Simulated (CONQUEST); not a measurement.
Input and output of a self-consistent single point for BP (I-4m2, 8 atoms in the cell; from Materials Project mp-1479, changed as shown) (CONQUEST).

Method: PBE, numerical atomic orbitals double-zeta with polarisation (the shipped basis), PseudoDojo norm-conserving potentials made for PBE run with CONQUEST 1.3.

The change in words: lattice vector a scaled by 0.99. Reference geometry (F-43m):
```
CELL_PARAMETERS angstrom
      4.53214     0.00000     0.00000
      0.00000     4.53214     0.00000
      0.00000     0.00000     4.53214
ATOMIC_POSITIONS crystal
  B  0.00000 0.00000 0.00000
  B  0.00000 0.50000 0.50000
  B  0.50000 0.00000 0.50000
  B  0.50000 0.50000 0.00000
  P  0.25000 0.25000 0.75000
  P  0.25000 0.75000 0.25000
  P  0.75000 0.25000 0.25000
  P  0.75000 0.75000 0.75000
```

Reference input (self-consistent single point, DFT, PBE, numerical atomic orbitals double-zeta with polarisation (the shipped basis), PseudoDojo norm-conserving potentials made for PBE): basis = DZP; Diag.MPMeshX, Y, Z = 4 4 4; potentials = PseudoDojo norm-conserving PBE; Grid.GridCutoff = 140 Ha; DM.SolutionMethod = diagon; Diag.kT = 0.0001 Ha; Diag.GammaCentred = true; minE.SCTolerance = 1.0e-06; SC.MaxIters = 100; SC.LinearMixingFactor = 0.5; SC.KerkerPreCondition = true; SC.KerkerFactor = 0.1 1/bohr. This run's input differs from it in these lines:

```diff
@@ -30,3 +30,3 @@
 # file: input.coords
-     8.564503358      0.000000000      0.000000000
+     8.478859081      0.000000000      0.000000000
      0.000000000      8.564503358      0.000000000
```

Output (repeated stretches shortened):

```
    new_SC_potl: Starting.  Tolerance:  0.10000E-05

    PulayMixSC: Starting Pulay mixing, A_up =  0.500 A_dn =  0.500
    PulayMixSC: Spin non-polarised calculation.
    PulayMixSC: with Kerker preconditioning, q0 =  0.100
          Harris-Foulkes Energy            :       -39.642499753299141 Ha
          (TS=0 as O(N) or entropic contribution is negligible)
          DFT Total Energy                 :       -39.463971638235591 Ha
          Total number of electrons        :        31.999999999999275
    PulayMixSC: Pulay iteration     1 residual:              0.71582E-02
   [... lines left out ...]
          (TS=0 as O(N) or entropic contribution is negligible)
          DFT Total Energy                 :       -39.547034837143265 Ha
          Total number of electrons        :        32.000024690519183
    PulayMixSC: Pulay iteration     6 residual:              0.26210E-05
          Harris-Foulkes Energy            :       -39.547034840261063 Ha
          (TS=0 as O(N) or entropic contribution is negligible)
          DFT Total Energy                 :       -39.547034840256735 Ha
          Total number of electrons        :        32.000024698313823
    PulayMixSC: Pulay iteration     7 residual:              0.80938E-07
    PulayMixSC: Reached SCF tolerance of  0.80938E-07 after      7 iterations
      | Number of electrons      =        32.000025
      |* band energy as 2Tr[K.H] =       -14.587294323885907 Ha
      |  screened ion-ion energy =       -25.887353584524611 Ha
      |  Ha correction           =        -0.752720752034302 Ha
      |  XC correction           =         1.680335112107071 Ha
      |* Harris-Foulkes energy   =       -39.547034840261063 Ha
      |* DFT total energy        =       -39.547034840256735 Ha
      |  estimated accuracy      =        -0.000000000004327 Ha

    force: Forces on atoms (Ha/a0)
    force:  Atom   X              Y              Z
    force:     1   0.0000000000   0.0000000000  -0.0000000000
   [... zero for the other atoms too ...]

    force: Maximum force :        0.00000000(Ha/a0) on atom         5 in z direction
    force: Force Residual:        0.00000000 Ha/a0
    force: Total stress:         -7.67556252    -5.03660616    -5.03660616 GPa
    force: Average pressure:      5.91625828 GPa

    force: Finished force
    get_E_and_F: Change in energy during last step of electronic optimisation: -0.73544E-08
```

The run converged in 7 iterations. CONQUEST prints the stress tensor with tension positive. Against the reference run the free energy goes up by 4.3 meV/atom, the pressure goes from 4.18 to 5.92 GPa and the gap on the mesh goes from 1.262 to 1.100 eV.

The program uses no crystal symmetry, so grid and mesh can part values that symmetry would make equal. The atom-centred basis is finite, which shifts total energies, pressures and gaps against plane waves. The structure comes from a collection of computed structures, made at another level of theory; the collection holds predicted forms beside known ones.

Cost on one core: very roughly 40 core-seconds.
